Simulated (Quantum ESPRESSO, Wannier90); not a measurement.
## Tight-binding from DFT: YGe (Cmcm)

```xyz
4
Lattice="0.0000 0.0000 3.9546 -4.2826 0.0000 0.0000 2.1413 -5.3622 0.0000" Properties=species:S:1:pos:R:3 pbc="T T T"
Y      0.0000    -1.4865    -0.9887
Y      0.0000     1.4865     0.9887
Ge    -2.1413     0.9049    -0.9887
Ge     2.1413    -0.9049     0.9887
```

Structure: Materials Project mp-9971, symmetrised, not relaxed again. Not found in the COD (Crystallography Open Database) copy used; not checked further. Method: PBEsol plane waves in Quantum ESPRESSO 7.5 (PseudoDojo norm-conserving files, 63 Ry, no spin polarisation, no spin-orbit coupling), Bloch states on a 6×6×6 mesh through Γ, Wannier90 4.0.1. Density: 8×8×8 mesh, cold smearing 0.01 Ry. Spin-orbit coupling, left out, would split the p-like bands by a few tenths of an eV.

A tight-binding model is made by disentanglement and projection with no localisation steps (num_iter = 0), so the 26 orbitals stay atom-like: hydrogen-like Y: s;p;d; Ge: s;p, axes along x, y, z; frozen window up to 1.50 eV relative to the Fermi level. It follows pw.x to 5.9 meV rms for states up to 1.0 eV relative to the Fermi level. Matrix elements depend on this choice of orbitals and windows.

The 30 largest hoppings ⟨m,0|H|n,R⟩ between different sites (one of each Hermitian pair; signs follow the real orbitals' lobes; the list may end inside a set of equal values):

```tsv
m	n	R	distance of the centres (Å)	t (eV)
Y1 py	Ge3 py	0 0 1	3.10	2.103
Ge4 py	Y2 py	0 0 1	3.10	2.103
Y1 dx2-y2	Ge3 py	0 0 1	2.97	1.666
Ge4 py	Y2 dx2-y2	0 0 1	2.97	-1.666
Ge3 pz	Ge4 py	0 1 0	2.65	-1.661
Ge3 py	Ge4 pz	0 1 0	2.65	-1.661
Ge4 pz	Ge3 py	1 -1 0	2.65	1.661
Ge4 py	Ge3 pz	1 -1 0	2.65	1.661
Y1 s	Ge3 py	0 0 1	3.00	-1.616
Ge4 py	Y2 s	0 0 1	3.00	1.616
Ge3 pz	Ge4 pz	0 1 0	2.63	1.316
Ge4 pz	Ge3 pz	1 -1 0	2.63	1.316
Ge3 s	Ge4 pz	0 1 0	2.66	1.311
Ge3 pz	Ge4 s	0 1 0	2.66	-1.311
Ge4 s	Ge3 pz	1 -1 0	2.66	1.311
Ge4 pz	Ge3 s	1 -1 0	2.66	-1.311
Ge3 pz	Y2 px	0 0 0	3.00	1.257
Ge4 pz	Y1 px	0 0 0	3.00	1.257
Y1 px	Ge4 pz	0 1 0	3.00	-1.257
Ge3 pz	Y2 px	0 1 0	3.00	-1.257
Y2 px	Ge3 pz	1 -1 0	3.00	1.257
Ge4 pz	Y1 px	1 -1 0	3.00	1.257
Y2 px	Ge3 pz	1 0 0	3.00	-1.257
Ge4 pz	Y1 px	1 0 0	3.00	-1.257
Ge3 px	Y2 s	0 0 0	2.97	-1.188
Ge4 px	Y1 s	0 0 0	2.97	1.188
Y1 s	Ge4 px	0 1 0	2.97	-1.188
Ge3 px	Y2 s	0 1 0	2.97	1.188
Y2 s	Ge3 px	1 -1 0	2.97	1.188
Ge4 px	Y1 s	1 -1 0	2.97	-1.188
```
